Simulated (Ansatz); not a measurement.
Geometry optimisation in Ansatz: input, command and trajectory.

```yaml
crystal:
  lattice:
    - [5.093354679, -2.9314692523, 0.0]
    - [5.093354679, 2.9314692523, 0.0]
    - [0.0, 0.0, 5.4446515649]
  atoms:
    - { symbol: Al, position: [0.3411420365, 0.6588579635, 0.9892213409] }
    - { symbol: Al, position: [0.6588579635, 0.3411420365, 0.4892213409] }
    - { symbol: In, position: [0.9883762923, 0.3354135962, 0.9872496679] }
    - { symbol: In, position: [0.6645864038, 0.0116237077, 0.9872496679] }
    - { symbol: In, position: [0.0116237077, 0.6645864038, 0.4872496679] }
    - { symbol: In, position: [0.3354135962, 0.9883762923, 0.4872496679] }
    - { symbol: "N", position: [0.9692138028, 0.3329317556, 0.3853874212] }
    - { symbol: "N", position: [0.6670682444, 0.0307861972, 0.3853874212] }
    - { symbol: "N", position: [0.0307861972, 0.6670682444, 0.8853874212] }
    - { symbol: "N", position: [0.3329317556, 0.9692138028, 0.8853874212] }
    - { symbol: "N", position: [0.3682931191, 0.6317068809, 0.3375044809] }
    - { symbol: "N", position: [0.6317068809, 0.3682931191, 0.8375044809] }
basis:
  ecutwfc: 420
kpoints:
  mp_grid: { grid: [6, 6, 6] }
hamiltonian:
  xc: pbe
scf:
  occupations: { method: gaussian, width: 0.02 }
output:
  forces: true
  stress: true
  eigenvalues: true
relax:
  adjacent_minimum: "off"
  f_tol: 0.01
  max_steps: 30
  cell: { stress_tol: 0.1, fix: [volume] }
```

```bash
ansatz run input.yaml --threads 2 --pin off --max-ram 5120MiB --backend cpu --events-out ev --progress --plain --runs-dir out
```

Method: DFT PBE, scalar-relativistic, plane waves, PAW (Ansatz).

The volume is held at 0.97 times that of the relaxed cell.

Of 4 frames 3 are shown, positions in Å and forces in eV/Å; the SCF threshold varies from step to step. Steps run on the plane waves of an earlier cell, with a Pulay correction in the pressure. The basis is chosen afresh for the last frame, the zero of the energies, and at times for earlier ones too; energy and pressure step there, also at an unchanged geometry.

```xyz
12
Lattice="5.0934 -2.9315 0.0000 5.0934 2.9315 0.0000 0.0000 0.0000 5.4447" Properties=species:S:1:pos:R:3:forces:R:3 pbc="T T T" step=1 free_energy_over_end_meV_per_atom=0.02 pressure_GPa=4.71
Al    5.0934    0.9314    5.3860    0.0000   -0.0068    0.0155
Al    5.0934   -0.9314    2.6636    0.0000    0.0068    0.0155
In    6.7425   -1.9141    5.3752   -0.0127    0.0113   -0.0138
In    3.4442   -1.9141    5.3752    0.0127    0.0113   -0.0138
In    3.4442    1.9141    2.6529    0.0127   -0.0113   -0.0138
In    6.7425    1.9141    2.6529   -0.0127   -0.0113   -0.0138
N     6.6323   -1.8652    2.0983    0.0084   -0.0062    0.0142
N     3.5544   -1.8652    2.0983   -0.0084   -0.0062    0.0142
N     3.5544    1.8652    4.8206   -0.0084    0.0062    0.0142
N     6.6323    1.8652    4.8206    0.0084    0.0062    0.0142
N     5.0934    0.7722    1.8376    0.0000    0.0016   -0.0163
N     5.0934   -0.7722    4.5599    0.0000   -0.0016   -0.0163
12
Lattice="5.0953 -2.9319 0.0000 5.0953 2.9319 0.0000 0.0000 0.0000 5.4417" Properties=species:S:1:pos:R:3:forces:R:3 pbc="T T T" step=2 free_energy_over_end_meV_per_atom=0.00 pressure_GPa=4.69
Al    5.0953    0.9330    5.3822    0.0000   -0.0031    0.0148
Al    5.0953   -0.9330    2.6614    0.0000    0.0031    0.0148
In    6.7440   -1.9120    5.3717    0.0006    0.0015   -0.0086
In    3.4465   -1.9120    5.3717   -0.0006    0.0015   -0.0086
In    3.4465    1.9120    2.6509   -0.0006   -0.0015   -0.0086
In    6.7440    1.9120    2.6509    0.0006   -0.0015   -0.0086
N     6.6352   -1.8673    2.0986    0.0022   -0.0011    0.0054
N     3.5553   -1.8673    2.0986   -0.0022   -0.0011    0.0054
N     3.5553    1.8673    4.8195   -0.0022    0.0011    0.0054
N     6.6352    1.8673    4.8195    0.0022    0.0011    0.0054
N     5.0953    0.7707    1.8357    0.0000   -0.0022   -0.0086
N     5.0953   -0.7707    4.5566    0.0000    0.0022   -0.0086
12
Lattice="5.0962 -2.9319 0.0000 5.0962 2.9319 0.0000 0.0000 0.0000 5.4408" Properties=species:S:1:pos:R:3:forces:R:3 pbc="T T T" step=4 free_energy_over_end_meV_per_atom=0.00 pressure_GPa=4.69
Al    5.0962    0.9334    5.3820    0.0000   -0.0016    0.0052
Al    5.0962   -0.9334    2.6616    0.0000    0.0016    0.0052
In    6.7453   -1.9113    5.3700   -0.0002   -0.0010   -0.0006
In    3.4471   -1.9113    5.3700    0.0002   -0.0010   -0.0006
In    3.4471    1.9113    2.6496    0.0002    0.0010   -0.0006
In    6.7453    1.9113    2.6496   -0.0002    0.0010   -0.0006
N     6.6363   -1.8677    2.0987    0.0011   -0.0003    0.0009
N     3.5560   -1.8677    2.0987   -0.0011   -0.0003    0.0009
N     3.5560    1.8677    4.8191   -0.0011    0.0003    0.0009
N     6.6363    1.8677    4.8191    0.0011    0.0003    0.0009
N     5.0962    0.7700    1.8356    0.0000   -0.0001   -0.0056
N     5.0962   -0.7700    4.5561    0.0000    0.0001   -0.0056
```

It took 76 s on 2 threads of Intel(R) Xeon(R) 6975P-C (Granite Rapids), with other jobs on the host, peak memory 0.69 GiB.